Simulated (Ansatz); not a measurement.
**Te: from a starting cell to a relaxed one**

The start is a relaxed Te cell, doubled along one cell vector, shaken by Gaussian noise of σ = 0.08 Å a coordinate. The cell and all atomic positions are relaxed at zero pressure with r2SCAN (plane waves to 500 eV, PAW, scalar-relativistic; Ansatz, a program for electronic structure). First-step values are on the input's coarse k-mesh.

Ansatz input (later rounds restart from its end on a renewed k-mesh):
Ansatz 0.2 input:
```yaml
crystal:
  lattice:
    - [4.1952722219, 0, 0]
    - [-2.097636111, 3.63321232, 0]
    - [0, 0, 16.754292581]
  atoms:
    - { symbol: Te, position: [-0.0114482765, 0.0099138284, 0.2460900539] }
    - { symbol: Te, position: [0.0257262015, 0.0237564385, 0.7493950444] }
    - { symbol: Te, position: [-0.0189464993, 0.0105727003, 0.0005198076] }
    - { symbol: Te, position: [0.0092765315, 0.0213686124, 0.5051594855] }
    - { symbol: Te, position: [0.3067027819, 0.6484119084, 0.3775651592] }
    - { symbol: Te, position: [0.3248729682, 0.64707339, 0.876541848] }
    - { symbol: Te, position: [0.6358745718, 0.3187826448, 0.1241892659] }
    - { symbol: Te, position: [0.6714590788, 0.3032155053, 0.6197094826] }
basis: { ecutwfc: 500, ecutrho_ratio: 4, xc_grid: 4, fft_grid_basis: typed }
kpoints: { mp_grid: { grid: [6, 6, 2] } }
hamiltonian:
  xc: r2scan
  dispersion: none
  pseudopotentials: { azcp: { folder: ./paw }, kind: paw }
scf: { occupations: { method: fermi_dirac, width: 0.05 } }
relax: { f_tol: 0.01, max_steps: 100, cell: { stress_tol: 0.02 } }
output: { forces: true, stress: true }
```

Which atoms feel the largest initial force, and how large is it?

0.77 eV/Å, on Te4 (atoms numbered as listed).

By how much does the energy per atom fall from start to end?

0.12 eV/atom.

How does the volume per atom move from start to end?

+11.9 %, from 31.92 to 35.71 Å³/atom.

Is the parent structure recovered?

It does not go back: it reaches C2/c (No. 15), 0.11 eV/atom below the parent.

How do the shortest distances between atoms change?

The closest pairs of elements (up to four, under 3.6 Å), start → end: Te–Te 2.96 → 2.83 Å.

What band gap does the relaxed structure have at this level?

No clear gap: the sampled points leave 0.19 eV away from the symmetry points, which may be a band crossing missed between them.

What does it relax into? Give the structure.


Space group C2/c (No. 15); a = 7.7035 Å, b = 4.6264 Å, c = 16.0309 Å, α = γ = 90.00°, β = 90.52°

```tsv
atom	site	symmetry	x	y	z
Te	8f	1	0.3582	0.3250	0.1896
Te	8f	1	0.0152	0.2047	0.4348
```
(The calculation used a cell of 8 atoms; values per cell refer to that cell.)

Final values are on a 8×8×2 k-mesh of the relaxed cell. No spin polarisation in the result. Spin-orbit coupling is missing; with elements this heavy it can move band edges by tenths of an eV or more.

The relaxed structure here is a generated cell of Te: the first start was made by placing the elements on the sites of a structure type, and the end was not matched to a known phase here, so it may be hypothetical. Known forms of Te include space group No. 152.
